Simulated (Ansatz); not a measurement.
# Property card for PtSe$_{2}$

These are results of DFT PBE+D3(BJ), scalar-relativistic, plane waves, PAW (Ansatz), not measurements.

Cutoff 420 eV; k points 12×12×10 on the computed 3-atom cell (Γ-centred); Gaussian smearing, width 0.10 eV; no spin polarisation.

The structure is relaxed at this level of theory with its symmetry kept.

```xyz
3
Lattice="3.7717 0.0000 0.0000 -1.8859 3.2664 0.0000 0.0000 0.0000 4.8218" Properties=species:S:1:pos:R:3 pbc="T T T"
Pt    0.0000    0.0000    0.0000
Se    0.0000    2.1776    1.2804
Se    1.8859    1.0888    3.5414
```

| Property | Result |
| --- | --- |
| Space group | P-3m1 (No. 164) |
| Volume per atom | 19.80 Å³ |
| Kohn–Sham band gap | none (metal) |
| Density of states at the Fermi level | 0.48 states/eV per cell |
| Löwdin character within 0.5 eV of the Fermi level | Se 4p 61 %, Pt 5d 31 % |
| Bader charges (e) | Pt (1 in the cell) 0.07, Se (2 in the cell) -0.03 |

Spin-orbit coupling is left out, which matters for the bands of heavy elements.